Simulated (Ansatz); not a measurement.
Ansatz (a first-principles code) input:

Ansatz 0.2 input:
```yaml
crystal:
  lattice:
    - [3.7823293838, 0.0, 0.0]
    - [-1.8911646919, 3.2755933318, 0.0]
    - [0.0, 0.0, 6.2072871705]
  atoms:
    - { symbol: Zn, position: [0.6666666667, 0.3333333333, 0.9996806985] }
    - { symbol: Zn, position: [0.3333333333, 0.6666666667, 0.4996806985] }
    - { symbol: S, position: [0.6666666667, 0.3333333333, 0.6255193015] }
    - { symbol: S, position: [0.3333333333, 0.6666666667, 0.1255193015] }
kpoints:
  mp_grid: { grid: [8, 8, 5] }
hamiltonian:
  xc: pbesol
  pseudopotentials: { kind: paw }
scf:
  occupations: { method: fixed }
elastic: { mode: relaxed_ion, stencil: two_point, amplitude: 0.005, f_tol: 0.0005 }
output: { polarization: {} }
```

Output (shortened):

```
Pseudopotential: Zn, paw, valence charge 12
Pseudopotential: S, paw, valence charge 6
Functional definition: PBEsol
Crystal: 4 atoms, lattice volume = 76.904 Å³
Basis set: ecut = 420 eV, 1521 PW (Γ), exchange–correlation on 54×54×90 points (8 copies of the dense FFT grid, shifted against one another)
Bands: 22, of which v1, the nominal top of the filled ones, is band 18 counted from 1 (17 counted from 0)
Symmetry: 12 space group operations
Space group: P63mc (ITA 186), of the structure as read, at distance tolerance 4.3e-5 Å
k-points: 30 of 320 (time reversal used)
SCF 1 converged in 12 iterations: F = -8334.870366 eV  dr2 = 1.09e-14
relax step   1: F+E_penalty+E_count = -8334.87036603 eV  Δ(F+E_penalty+E_count) = +0.000e0 eV  max|allowed force component| = 1.178e-3 eV/Å  Δτ_max = 0.0000 Å  (12 SCF iters, accepted)
Crystal: 4 atoms, lattice volume = 76.904 Å³
SCF 2 converged in 9 iterations: F = -8334.870366 eV  dr2 = 1.32e-14
relax step   2: F+E_penalty+E_count = -8334.87036615 eV  Δ(F+E_penalty+E_count) = -1.201e-7 eV  max|allowed force component| = 8.118e-4 eV/Å  Δτ_max = 0.0000 Å  (9 SCF iters, accepted)
Crystal: 4 atoms, lattice volume = 76.904 Å³
SCF 3 converged in 7 iterations: F = -8334.870366 eV  dr2 = 8.23e-14
relax step   3: F+E_penalty+E_count = -8334.87036626 eV  Δ(F+E_penalty+E_count) = -1.087e-7 eV  max|allowed force component| = 3.901e-7 eV/Å  Δτ_max = 0.0001 Å  (7 SCF iters, accepted)
Crystal: 4 atoms, lattice volume = 76.904 Å³
SCF 4 converged in 10 iterations: F = -8334.870366 eV  dr2 = 3.17e-17
Crystal: 4 atoms, lattice volume = 76.520 Å³
Symmetry: 4 space group operations
k-points: 63 of 320 (time reversal used)
SCF 5 converged in 13 iterations: F = -8334.869398 eV  dr2 = 3.44e-15
relax step   1: F+E_penalty+E_count = -8334.86939752 eV  Δ(F+E_penalty+E_count) = +0.000e0 eV  max|allowed force component| = 3.346e-2 eV/Å  Δτ_max = 0.0000 Å  (13 SCF iters, accepted)
Crystal: 4 atoms, lattice volume = 76.520 Å³
SCF 6 converged in 9 iterations: F = -8334.869523 eV  dr2 = 3.71e-14
relax step   2: F+E_penalty+E_count = -8334.86952345 eV  Δ(F+E_penalty+E_count) = -1.259e-4 eV  max|allowed force component| = 2.015e-2 eV/Å  Δτ_max = 0.0025 Å  (9 SCF iters, accepted)
Crystal: 4 atoms, lattice volume = 76.520 Å³
SCF 7 converged in 9 iterations: F = -8334.869606 eV  dr2 = 5.16e-14
relax step   3: F+E_penalty+E_count = -8334.86960650 eV  Δ(F+E_penalty+E_count) = -8.305e-5 eV  max|allowed force component| = 9.247e-4 eV/Å  Δτ_max = 0.0020 Å  (9 SCF iters, accepted)
Crystal: 4 atoms, lattice volume = 76.520 Å³
SCF 8 converged in 8 iterations: F = -8334.869607 eV  dr2 = 2.95e-14
relax step   4: F+E_penalty+E_count = -8334.86960692 eV  Δ(F+E_penalty+E_count) = -4.159e-7 eV  max|allowed force component| = 5.034e-5 eV/Å  Δτ_max = 0.0005 Å  (8 SCF iters, accepted)
Crystal: 4 atoms, lattice volume = 76.520 Å³
SCF 9 converged in 8 iterations: F = -8334.869607 eV  dr2 = 6.37e-14
Crystal: 4 atoms, lattice volume = 77.289 Å³
SCF 10 converged in 13 iterations: F = -8334.869388 eV  dr2 = 1.36e-14
relax step   1: F+E_penalty+E_count = -8334.86938819 eV  Δ(F+E_penalty+E_count) = +0.000e0 eV  max|allowed force component| = 3.175e-2 eV/Å  Δτ_max = 0.0000 Å  (13 SCF iters, accepted)
Crystal: 4 atoms, lattice volume = 77.289 Å³
SCF 11 converged in 9 iterations: F = -8334.869505 eV  dr2 = 3.68e-14
relax step   2: F+E_penalty+E_count = -8334.86950499 eV  Δ(F+E_penalty+E_count) = -1.168e-4 eV  max|allowed force component| = 1.906e-2 eV/Å  Δτ_max = 0.0025 Å  (9 SCF iters, accepted)
Crystal: 4 atoms, lattice volume = 77.289 Å³
SCF 12 converged in 9 iterations: F = -8334.869582 eV  dr2 = 2.97e-14
relax step   3: F+E_penalty+E_count = -8334.86958157 eV  Δ(F+E_penalty+E_count) = -7.658e-5 eV  max|allowed force component| = 6.942e-4 eV/Å  Δτ_max = 0.0021 Å  (9 SCF iters, accepted)
Crystal: 4 atoms, lattice volume = 77.289 Å³
SCF 13 converged in 8 iterations: F = -8334.869582 eV  dr2 = 9.68e-15
relax step   4: F+E_penalty+E_count = -8334.86958182 eV  Δ(F+E_penalty+E_count) = -2.522e-7 eV  max|allowed force component| = 3.167e-5 eV/Å  Δτ_max = 0.0004 Å  (8 SCF iters, accepted)
Crystal: 4 atoms, lattice volume = 77.289 Å³
SCF 14 converged in 8 iterations: F = -8334.869582 eV  dr2 = 3.37e-14
Crystal: 4 atoms, lattice volume = 76.520 Å³
Basis set: ecut = 420 eV, 1509 PW (Γ), exchange–correlation on 54×54×90 points (8 copies of the dense FFT grid, shifted against one another)
SCF 15 converged in 12 iterations: F = -8334.869234 eV  dr2 = 4.49e-14
relax step   1: F+E_penalty+E_count = -8334.86923443 eV  Δ(F+E_penalty+E_count) = +0.000e0 eV  max|allowed force component| = 3.571e-2 eV/Å  Δτ_max = 0.0000 Å  (12 SCF iters, accepted)
Crystal: 4 atoms, lattice volume = 76.520 Å³
SCF 16 converged in 9 iterations: F = -8334.869342 eV  dr2 = 4.18e-15
relax step   2: F+E_penalty+E_count = -8334.86934169 eV  Δ(F+E_penalty+E_count) = -1.073e-4 eV  max|allowed force component| = 2.441e-2 eV/Å  Δτ_max = 0.0009 Å  (9 SCF iters, accepted)
Crystal: 4 atoms, lattice volume = 76.520 Å³
SCF 17 converged in 9 iterations: F = -8334.869437 eV  dr2 = 7.19e-15
relax step   3: F+E_penalty+E_count = -8334.86943674 eV  Δ(F+E_penalty+E_count) = -9.504e-5 eV  max|allowed force component| = 3.203e-4 eV/Å  Δτ_max = 0.0019 Å  (9 SCF iters, accepted)
Crystal: 4 atoms, lattice volume = 76.520 Å³
SCF 18 converged in 10 iterations: F = -8334.869437 eV  dr2 = 1.32e-17
Crystal: 4 atoms, lattice volume = 77.289 Å³
SCF 19 converged in 13 iterations: F = -8334.869289 eV  dr2 = 5.66e-15
relax step   1: F+E_penalty+E_count = -8334.86928860 eV  Δ(F+E_penalty+E_count) = +0.000e0 eV  max|allowed force component| = 3.196e-2 eV/Å  Δτ_max = 0.0000 Å  (13 SCF iters, accepted)
Crystal: 4 atoms, lattice volume = 77.289 Å³
SCF 20 converged in 9 iterations: F = -8334.869380 eV  dr2 = 6.01e-15
relax step   2: F+E_penalty+E_count = -8334.86937973 eV  Δ(F+E_penalty+E_count) = -9.113e-5 eV  max|allowed force component| = 2.221e-2 eV/Å  Δτ_max = 0.0008 Å  (9 SCF iters, accepted)
Crystal: 4 atoms, lattice volume = 77.289 Å³
SCF 21 converged in 9 iterations: F = -8334.869464 eV  dr2 = 2.52e-14
relax step   3: F+E_penalty+E_count = -8334.86946400 eV  Δ(F+E_penalty+E_count) = -8.427e-5 eV  max|allowed force component| = 2.875e-4 eV/Å  Δτ_max = 0.0019 Å  (9 SCF iters, accepted)
Crystal: 4 atoms, lattice volume = 77.289 Å³
SCF 22 converged in 8 iterations: F = -8334.869464 eV  dr2 = 4.21e-14
Crystal: 4 atoms, lattice volume = 76.904 Å³
Symmetry: 2 space group operations
k-points: 93 of 320 (time reversal used)
SCF 23 converged in 10 iterations: F = -8334.870121 eV  dr2 = 8.89e-14
relax step   1: F+E_penalty+E_count = -8334.87012134 eV  Δ(F+E_penalty+E_count) = +0.000e0 eV  max|allowed force component| = 1.935e-2 eV/Å  Δτ_max = 0.0000 Å  (10 SCF iters, accepted)
Crystal: 4 atoms, lattice volume = 76.904 Å³
SCF 24 converged in 9 iterations: F = -8334.870153 eV  dr2 = 7.87e-14
relax step   2: F+E_penalty+E_count = -8334.87015271 eV  Δ(F+E_penalty+E_count) = -3.138e-5 eV  max|allowed force component| = 1.310e-2 eV/Å  Δτ_max = 0.0005 Å  (9 SCF iters, accepted)
Crystal: 4 atoms, lattice volume = 76.904 Å³
SCF 25 converged in 10 iterations: F = -8334.870180 eV  dr2 = 1.40e-14
relax step   3: F+E_penalty+E_count = -8334.87017957 eV  Δ(F+E_penalty+E_count) = -2.686e-5 eV  max|allowed force component| = 8.950e-5 eV/Å  Δτ_max = 0.0011 Å  (10 SCF iters, accepted)
Crystal: 4 atoms, lattice volume = 76.904 Å³
SCF 26 converged in 10 iterations: F = -8334.870180 eV  dr2 = 1.14e-16
Crystal: 4 atoms, lattice volume = 76.904 Å³
SCF 27 converged in 11 iterations: F = -8334.870121 eV  dr2 = 8.70e-14
relax step   1: F+E_penalty+E_count = -8334.87012134 eV  Δ(F+E_penalty+E_count) = +0.000e0 eV  max|allowed force component| = 1.935e-2 eV/Å  Δτ_max = 0.0000 Å  (11 SCF iters, accepted)
Crystal: 4 atoms, lattice volume = 76.904 Å³
SCF 28 converged in 9 iterations: F = -8334.870153 eV  dr2 = 7.46e-14
relax step   2: F+E_penalty+E_count = -8334.87015271 eV  Δ(F+E_penalty+E_count) = -3.138e-5 eV  max|allowed force component| = 1.310e-2 eV/Å  Δτ_max = 0.0005 Å  (9 SCF iters, accepted)
Crystal: 4 atoms, lattice volume = 76.904 Å³
SCF 29 converged in 10 iterations: F = -8334.870180 eV  dr2 = 1.35e-14
relax step   3: F+E_penalty+E_count = -8334.87017957 eV  Δ(F+E_penalty+E_count) = -2.686e-5 eV  max|allowed force component| = 8.947e-5 eV/Å  Δτ_max = 0.0011 Å  (10 SCF iters, accepted)
Crystal: 4 atoms, lattice volume = 76.904 Å³
SCF 30 converged in 10 iterations: F = -8334.870180 eV  dr2 = 1.15e-16
SCF converged after 10 iterations
Stability not checked: this state was not tested for a lower state beside it, because too few of the mixer's solves of this state at the end of the SCF gave a …
Free energy (F): -8334.870366 eV
Harris-Foulkes:  -8334.870366 eV  (|F-HF|=0.00e0)
Internal energy: -8334.870366 eV  (E = F + TS)
E sigma→0 (E₀):  -8334.870366 eV
Fermi energy:    6.046269 eV
--- Per-component energies (eV) ---
  E_band       = 14.351847
  E_kinetic    = 477.328621
  E_local      = -4055.765521  (includes V_loc(G=0)·N_el)
  E_nonlocal   = 1287.801753
  E_hartree    = 1693.832364
  E_xc         = -464.257610
  E_vxc        = -280.670447  (∫ρ·V_xc dr)
  E_paw        = -4750.133866  (= ΣΔE_a)
  E_vpaw       = -802.006547  (= ΣTr[D̂ρ^β])
  E_aug_tail   = -0.000739  (compensation charges beyond the density's cutoff)
  E_ewald      = -2525.393976
  E_core_change = 1.718608  (= ΣΔE_core)
  E_smearing   =  0.000000  (= −TS)
  E_closure    = 0.000000  (closes the sum)
  Σ components = -8334.870366   (vs F -8334.870366, Δ=0.00e0)
--- Forces (eV/Å), atoms counted from 1 ---
  atom   1  Zn     0.00000000     0.00000000     0.00000049
  atom   2  Zn     0.00000000     0.00000000     0.00000049
  atom   3  S      0.00000000     0.00000000    -0.00000029
  atom   4  S      0.00000000     0.00000000    -0.00000029
  max |Σ_I F_I| component: 4.02e-7 eV/Å
--- Stress (GPa, compression-positive) ---
       -0.006468       0.000000       0.000000
        0.000000      -0.006468       0.000000
        0.000000       0.000000       0.003859
  P = ⅓ Tr σ = -0.0030 GPa (-0.030 kbar)
--- Band table (eV; the first three rows and the last of 30) ---
  k-point 0: bands = ["-7.3197", "-6.3224", "-0.4434", "-0.4271", "-0.4271", "-0.3414", "-0.3414", "0.0400", "0.0400", "0.1234", "0.1234", "0.2665", "0.4981", "5.1090", "5.1090", "5.9577", "6.0463", "6.0463", "8.2011", "9.0646", "12.2186", "12.2186"]
  k-point 1: bands = ["-7.2388", "-6.4357", "-0.4511", "-0.4218", "-0.4218", "-0.3525", "-0.3525", "-0.1476", "0.0502", "0.0502", "0.1178", "0.1178", "1.2529", "5.1489", "5.1912", "5.1912", "5.9482", "5.9482", "8.8869", "9.1653", "12.2285", "12.2769"]
  k-point 2: bands = ["-7.0151", "-6.7106", "-0.4524", "-0.4049", "-0.4049", "-0.3835", "-0.3786", "-0.3786", "0.0746", "0.0746", "0.1005", "0.1005", "2.4151", "3.7742", "5.4128", "5.4128", "5.7012", "5.7012", "9.4243", "9.5462", "12.3165", "12.4956"]
  k-point 29: bands = ["-6.0989", "-6.0520", "-0.3501", "-0.3096", "-0.2861", "-0.2013", "-0.0731", "-0.0634", "0.0607", "0.0621", "0.3734", "0.4227", "1.0987", "1.2470", "2.7662", "3.2957", "4.3884", "4.6294", "10.3216", "10.6651", "11.7863", "12.4039"]
--- Elastic constants: 3 strain directions × 2 members + reference (group order 12) ---
  dense FFT box of the reference and of every strained cell: 27×27×45
  strains applied: 11, 33, 23; error gains …
  reference relaxed by the batch: 3 steps …
  largest displacement 9.7e-5 Å; the constants are those of the deck's cell at these positions:
  atoms:
    - { symbol: Zn, position: [0.6666666666666666, 0.3333333333333333, 0.9996963452403478] }
    - { symbol: Zn, position: [0.3333333333333333, 0.6666666666666666, 0.4996963452403478] }
    - { symbol: S, position: [0.6666666666666666, 0.3333333333333333, 0.6255036547596523] }
    - { symbol: S, position: [0.3333333333333333, 0.6666666666666666, 0.12550365475965222] }
  C = ∂σ_k/∂η_j (tension-positive GPa; Voigt order 11 22 33 23 13 12):
       126.314     59.590     46.220      0.000      0.000      0.000
        59.590    126.314     46.220      0.000      0.000      0.000
        46.225     46.225    150.109      0.000      0.000      0.000
         0.000      0.000      0.000     28.579      0.000      0.000
         0.000      0.000      0.000      0.000     28.579      0.000
         0.000      0.000      0.000      0.000      0.000     33.362
  reference stress σ⁰ (GPa):      0.006      0.006     -0.004      0.000      0.000      0.000
  moduli (Voigt/Reuss/Hill, GPa): K = 78.53/78.45/78.49   G = 34.82/33.36/34.09   E = 89.34   ν = 0.310
  mechanically stable: yes (min eigenvalue of sym C = 28.58 GPa)
  e, the proper piezoelectric tensor (elastic.mode: relaxed_ion; C/m²; rows x y z; Voigt order 11 22 33 23 13 12):
       0.00000    0.00000    0.00000    0.00000    0.10035    0.00000
       0.00000    0.00000    0.00000    0.10035    0.00000    0.00000
       0.15261    0.15261   -0.17250    0.00000    0.00000    0.00000
  ±, each entry's uncertainty from the finite density of the strings (C/m²), an estimate: the size of the correction for it that the entry includes:
       0.00000    0.00000    0.00000    0.00000    0.00260    0.00000
       0.00000    0.00000    0.00000    0.00260    0.00000    0.00000
       0.00376    0.00376    0.00151    0.00000    0.00000    0.00000
  strain η (Voigt 11):  stress-route row diagonal C_11 = 126.31 GPa, energy-path curvature d²(F+E_count+ΔE)/dδ²/Ω₀ = 126.36 GPa
         δ    σ_11 (GPa)             F (eV)   n_scf  n_hpsi   n_pw
    -5.000e-3      -0.6317       -8334.8696069       8   22789   1521   relax 4 steps, max|allowed force component| 5.03e-5 eV/Å
     5.000e-3       0.6314       -8334.8695818       8   23599   1525   relax 4 steps, max|allowed force component| 3.17e-5 eV/Å
  strain η (Voigt 33):  stress-route row diagonal C_33 = 150.11 GPa, energy-path curvature d²(F+E_count+ΔE)/dδ²/Ω₀ = 150.08 GPa
         δ    σ_33 (GPa)             F (eV)   n_scf  n_hpsi   n_pw
    -5.000e-3      -0.7609       -8334.8694367      10   12021   1520   relax 3 steps, max|allowed force component| 3.20e-4 eV/Å
     5.000e-3       0.7402       -8334.8694640       8   10912   1525   relax 3 steps, max|allowed force component| 2.88e-4 eV/Å
  strain η (Voigt 23):  stress-route row diagonal C_44 = 28.58 GPa, energy-path curvature d²(F+E_count+ΔE)/dδ²/Ω₀ = 28.60 GPa
         δ    σ_23 (GPa)             F (eV)   n_scf  n_hpsi   n_pw
    -5.000e-3      -0.1429       -8334.8701796      10   41032   1521   relax 3 steps, max|allowed force component| 8.95e-5 eV/Å
     5.000e-3       0.1429       -8334.8701796      10   41026   1521   relax 3 steps, max|allowed force component| 8.95e-5 eV/Å
--- Formal polarisation (Berry phase): one branch of a lattice of values; only differences between neighbouring runs are physical ---
  axis  mesh            electronic          ionic      p = total  spread (rad)  least overlap  resolved gap  δp at fixed H ≤   (phases in cycles; p mod 2 …
  b1    8×8×5           0.00000000    18.00000000    18.00000000      0.000000         0.8851        2.1549           5.7e-6
  b2    8×8×5           0.00000000    18.00000000    18.00000000      0.000000         0.8851        2.1549           5.7e-6
  b3    8×8×5          -0.99736702    22.49875614    21.50138913      0.192724         0.8983        2.1549           3.2e-6
  quantum along a1:   0.09836445 e/Å² =   157.597228 µC/cm²
  quantum along a2:   0.09836445 e/Å² =   157.597228 µC/cm²
  quantum along a3:   0.16142867 e/Å² =   258.637244 µC/cm²
  P = (  0.44264004,   0.76667503,   1.73547033) e/Å² = (  709.187524,  1228.348824,  2780.530016) µC/cm²  (mod the quanta)
```

Cost: roughly 5 core-minutes on shared cores.

Space group P6_3mc (wurtzite). Symmetry was held in the PBEsol relaxation.

Potentials: the later of the program's two PAW sets.

Ansatz is a plane-wave DFT program.
